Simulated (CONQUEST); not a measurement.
A self-consistent single point of TiO2 (Pm, 6 atoms in the cell; from Materials Project mp-2657, changed as shown) with CONQUEST.

All values come from this method and carry its errors: PBE, numerical atomic orbitals double-zeta with polarisation (the shipped basis), PseudoDojo norm-conserving potentials made for PBE run with CONQUEST.

The change in words: atom 3 moved by -0.04 angstrom along x. Reference geometry (P4_2/mnm):
```
CELL_PARAMETERS angstrom
      4.59984     0.00000     0.00000
      0.00000     4.59984     0.00000
      0.00000     0.00000     2.95921
ATOMIC_POSITIONS crystal
  Ti 0.50000 0.50000 0.00000
  Ti 0.00000 0.00000 0.50000
  O  0.69568 0.69568 0.50000
  O  0.30432 0.30432 0.50000
  O  0.80432 0.19568 0.00000
  O  0.19568 0.80432 0.00000
```

Reference input (self-consistent single point, DFT, PBE, numerical atomic orbitals double-zeta with polarisation (the shipped basis), PseudoDojo norm-conserving potentials made for PBE): basis = DZP; Diag.MPMeshX, Y, Z = 5 5 7; potentials = PseudoDojo norm-conserving PBE; Grid.GridCutoff = 140 Ha; DM.SolutionMethod = diagon; Diag.SmearingType = 1; Diag.kT = 0.000735 Ha; Diag.GammaCentred = true; Diag.MPOrder = 0; minE.SCTolerance = 1.0e-06; SC.MaxIters = 100; SC.LinearMixingFactor = 0.3. This run's input differs from it in these lines:

```diff
@@ -37,3 +37,3 @@
     0.000000000     0.000000000     0.500000000  1 T T T
-    0.695680000     0.695680000     0.500000000  2 T T T
+    0.686984000     0.695680000     0.500000000  2 T T T
     0.304320000     0.304320000     0.500000000  2 T T T
```

Output (repeated stretches shortened):

```
    PulayMixSC: Starting Pulay mixing, A_up =  0.300 A_dn =  0.300
    PulayMixSC: Spin non-polarised calculation.
          Harris-Foulkes Energy            :      -185.459798040466410 Ha
    PulayMixSC: Pulay iteration     1 residual:              0.10084E-01
          Harris-Foulkes Energy            :      -185.157562279437798 Ha
    PulayMixSC: Pulay iteration     2 residual:              0.27086E-02
          Harris-Foulkes Energy            :      -185.152911141093057 Ha
    PulayMixSC: Pulay iteration     3 residual:              0.13048E-02
          Harris-Foulkes Energy            :      -185.158627601989764 Ha
   [... lines left out ...]
          Harris-Foulkes Energy            :      -185.153199660619350 Ha
    PulayMixSC: Pulay iteration     9 residual:              0.36385E-05
          Harris-Foulkes Energy            :      -185.153199670354780 Ha
    PulayMixSC: Pulay iteration    10 residual:              0.19497E-05
          Harris-Foulkes Energy            :      -185.153199674270098 Ha
    PulayMixSC: Pulay iteration    11 residual:              0.12441E-05
          Harris-Foulkes Energy            :      -185.153199677517705 Ha
    PulayMixSC: Pulay iteration    12 residual:              0.57060E-06
    PulayMixSC: Reached SCF tolerance of  0.57060E-06 after     12 iterations
      | Number of electrons      =        48.000006
      |* Harris-Foulkes energy   =      -185.153199677517705 Ha
      |* DFT total energy        =      -185.153199674519044 Ha

    force: Forces on atoms (Ha/a0)
    force:  Atom   X              Y              Z
    force:     1  -0.0015462804  -0.0014641293   0.0000000000
    force:     2   0.0011644746   0.0007348042   0.0000000000
    force:     3   0.0086913182   0.0057328108  -0.0000000000
    force:     4  -0.0051339307  -0.0048408732   0.0000000000
    force:     5   0.0000497473  -0.0001930517  -0.0000000000
    force:     6  -0.0039806496   0.0002424565   0.0000000000

    force: Maximum force :        0.00869132(Ha/a0) on atom         3 in x direction
    force: Force Residual:        0.00548589 Ha/a0
    force: Total stress:         -6.30250735     0.05505459     0.00000000 GPa
                             0.05505459    -6.14166684     0.00000000
                             0.00000000     0.00000000    -7.03502502
    force: Average pressure:      6.49306640 GPa

    get_E_and_F: Change in energy during last step of electronic optimisation: -0.32476E-08
```

The run converged in 12 iterations. CONQUEST prints the stress tensor with tension positive. Against the reference run the free energy goes up by 1.7 meV/atom, the pressure goes from 6.07 to 6.49 GPa and the largest force goes from under 0.1 to 0.54 eV/Å.

The program uses no crystal symmetry, so grid and mesh can part values that symmetry would make equal. The atom-centred basis is finite, which shifts total energies, pressures and forces against plane waves. The structure comes from a collection of computed structures, made at another level of theory; the collection holds predicted forms beside known ones.

Cost on one core: very roughly 2.6 core-minutes.
